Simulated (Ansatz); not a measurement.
GaMo₂N:
```xyz
8
Lattice="2.8728 0.0000 0.0000 -1.4364 2.4879 0.0000 0.0000 0.0000 14.4250" Properties=species:S:1:pos:R:3 pbc="T T T"
Ga     0.0000     1.6586    10.8188
Ga     1.4364     0.8293     3.6063
Mo     0.0000     1.6586     1.3793
Mo     1.4364     0.8293     8.5918
Mo     1.4364     0.8293    13.0457
Mo     0.0000     1.6586     5.8332
N      0.0000     0.0000     0.0000
N      0.0000     0.0000     7.2125
```

Relaxed with PBE. Special points in fractions of this cell's reciprocal vectors: Γ (0.000, 0.000, 0.000); M (0.500, 0.000, 0.000); K (0.333, 0.333, 0.000); A (0.000, 0.000, 0.500); L (0.500, 0.000, 0.500); H (0.333, 0.333, 0.500).

Q: List the band energies nearest the Fermi level at these points for PBE in the plane-wave PAW code Ansatz.

A: In eV from the Fermi level; about four levels below and three above (degenerate sets whole), none deeper than 8.9 eV; points with the same levels are listed once.

| k | below | above |
|---|---|---|
| Γ | -1.48 -1.48 -0.50 -0.48 | 0.12 0.12 0.13 0.13 |
| M | -2.65 -2.40 -1.54 -1.29 | 0.12 0.16 0.51 |
| K | -2.25 -1.87 -0.33 -0.33 | 0.31 0.31 0.81 |
| A | -1.50 -1.50 -1.50 -1.50 -0.49 -0.49 | 0.13 0.13 0.13 0.13 |
| L | -2.51 -2.51 -1.43 -1.43 | 0.32 0.32 0.60 0.60 |
| H | -2.06 -2.06 -0.36 -0.36 | 0.61 0.61 0.67 0.67 |

Space group P6_3/mmc. The start of the workflow was typed in or built on a structure type; neither database checked (COD, Materials Project) lists it. Whether it is the stable phase at ambient conditions was not checked. The cell was relaxed with PBE under the symmetry of its start; whether a distortion lowers the energy is not shown. The workflow began spin-polarised and lost its moments. Spin–orbit coupling is left out wherever it is not named.

Potentials: the earlier of the program's two PAW sets.
